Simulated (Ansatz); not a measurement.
Ta2O5, first-principles data

Ta2O5:
```
Ta2O5
1.0
    3.66997     0.00000     0.00000
    0.00000     3.85901     0.00000
    0.00000     0.00000     6.43335
Ta O
2 5
Direct
  0.50000   0.00000   0.50000
  0.00000   0.00000   0.00000
  0.50000   0.50000   0.50000
  0.00000   0.00000   0.67924
  0.00000   0.00000   0.32076
  0.00000   0.50000   0.00000
  0.50000   0.00000   0.00000
```

Space group Pmmm (No. 47); conventional cell a = 3.670 Å, b = 3.859 Å, c = 6.433 Å, α = 90.00°, β = 90.00°, γ = 90.00°.

Method: PBEsol (plane waves, PAW; program Ansatz). Structure relaxed to zero pressure with the same functional. Other levels are named where they apply.

Cell and energy:

- Volume per atom = 13.02 Å³
- Density = 8.05 g/cm³
- Formation energy from the elements (no fitted shifts) = -2.51 eV/atom

Electronic structure:

* **Band gap**: 0.32 eV (indirect)
* **Valence-band maximum**: on the S–R line, 89 % of the way from S (k = -0.500, -0.500, 0.443 in fractions of the reciprocal vectors)
* **Conduction-band minimum**: at X (k = 0.500, 0.000, 0.000 in fractions of the reciprocal vectors)
* **Smallest direct gap on the standard path**: 0.53 eV
* **Electron effective mass**: 0.23, 0.98, 7.4 mₑ (principal values)
* **Electron effective mass with spin–orbit coupling**: 0.33, 0.96, 2.9 mₑ (principal values)
* **HSE06 gap on the PBEsol cell**: 1.57 eV
* **Gap with spin–orbit coupling**: 0.22 eV

Mechanics:

Bulk modulus (Birch–Murnaghan fit): 2060 kbar
Pressure derivative B′: 4.7
Elastic constants (relaxed ions, GPa): C11 = 676, C22 = 794, C33 = 298, C12 = 51.2, C13 = 129, C23 = 28.2, C44 = 43.8, C55 = 40.8, C66 = 77.7
Mechanical stability: stable (all eigenvalues of C positive)
Hill bulk and shear moduli: 225 and 104 GPa
Young's modulus: 270 GPa
Poisson's ratio: 0.30
Debye temperature from the elastic constants: 508 K

Dielectric response:

* **Electronic dielectric constant ε∞ (DFPT)**: 6.95 (xx), 7.73 (yy), 5.27 (zz)
* **Born charges (a third of the trace)**: Ta +8.58 to +8.62, O -3.71 to -3.24 e

Phonons:

- Highest zone-centre frequency (without LO–TO term) = 871 cm⁻¹
- Zone-centre stability = unstable, softest mode 395i cm⁻¹
- Dynamical stability on the path = unstable, down to 399i cm⁻¹

The workflow started from a Materials Project entry (that database holds measured and hypothetical structures alike); the Crystallography Open Database copy checked does not list it. COD files the formula under space group No. 49. Its standing as an ambient phase is unchecked. The cell was relaxed with PBEsol under the symmetry of its start. No spin polarisation was allowed. The references are the lowest solids computed at this level, not always the standard phases (solids in place of the gases). Scalar-relativistic: spin–orbit coupling is off unless named, which matters more the heavier the elements.

Potentials: the later of the program's two PAW sets.
